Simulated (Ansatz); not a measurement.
## Sensitivity of the gradients in HfO₂ to the input

This input was run with Ansatz:

```yaml
crystal:
  lattice:
    - [3.55801933, 0.0, 0.0]
    - [0.0, 3.55801933, 0.0]
    - [0.0, 0.0, 5.17186121]
  atoms:
    - { symbol: Hf, position: [0.5, 0.5, 0.5] }
    - { symbol: Hf, position: [0.0, 0.0, 0.0] }
    - { symbol: O, position: [0.0, 0.5, 0.69720788] }
    - { symbol: O, position: [0.5, 0.0, 0.80279212] }
    - { symbol: O, position: [0.5, 0.0, 0.30279212] }
    - { symbol: O, position: [0.0, 0.5, 0.19720788] }
kpoints:
  mp_grid: { grid: [5, 5, 4] }
scf:
  occupations: { method: gaussian, width: 0.001 }
hamiltonian:
  xc: pbe
  pseudopotentials: { kind: paw }
output:
  forces: true
  stress: true
  populations: true
  efg:
    quadrupole_moments_barn: { Hf: 3.365, O: -0.02558 }
    contact_densities: true
  write_density: true
  write_potential: true
  elf: true
  volumetric_format: npy
```

It converged. Of its output the block on the nuclei alone is shown, without the SCF iterations, energies, forces and stress (one atom of each set):

```
--- PAW observables at the nuclei: V_zz in 10²¹ V/m², potentials from the cell's mean, atoms counted from 1 ---
  atom   1  Hf V_zz =   +14.782379   η = 0.0000   by run symmetry: allowed   C_q = +1202.7733 MHz
            electrostatic potential = -14180.775247 V   contact ρ = 7528579.943658 e/Å³
  atom   3  O  V_zz =    +0.887610   η = 0.0003   by run symmetry: allowed   C_q = -0.5490 MHz
            electrostatic potential = -631.627413 V   contact ρ = 2156.335182 e/Å³
```

**Question.** Can these gradients be trusted, and how do they compare with a run on standard settings?

**Answer.** They agree with the standard run. Against the standard input the change is `scf.occupations.method`: fermi_dirac → gaussian; `scf.occupations.width`: 0.02 → 0.001. A site carries the number of its first atom; V_zz in 10²¹ V/m².

```csv
site,atom,V_zz standard,η standard,V_zz here,η here
Hf,1,14.78,0.00,14.78,0.00
O,3,0.89,0.00,0.89,0.00
```

All printed values agree. The gap of 4.8 eV is far wider than the smearing, so the levels stay full or empty whatever the smearing's form; with a small gap this would fail. SCF iterations: 7 and 7.

On the reference run: At this cell the PBE pressure is 10 GPa, so with PBE the cell would grow if it were relaxed. The entry's cell may itself be off. Without spin–orbit coupling the gradients at and beside Hf can be off by some per cent, at some sites by more.
